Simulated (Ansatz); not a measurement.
According to DFT-PBE in the program Ansatz with PAW potentials, Cl in the molecular I2 type structure (Cmce) relaxes to a = 7.987 Å, b = 4.293 Å, c = 8.336 Å.

The Kohn–Sham gap is 2.30 eV (direct). The valence maximum lies at Γ and the conduction minimum at Γ.

An equation-of-state fit gives a bulk modulus of 1.3 GPa.

Symmetry was held in the PBE relaxation. The substance is a gas or liquid at ambient conditions; this is its low-temperature solid. The volume lies over 15 % above that of the usual cell of this phase: another minimum, or an error of the functional. A crystal of weakly bound molecules computed without a dispersion correction: the cell and the soft elastic constants depend strongly on that.

Potentials: the later of the program's two PAW sets.
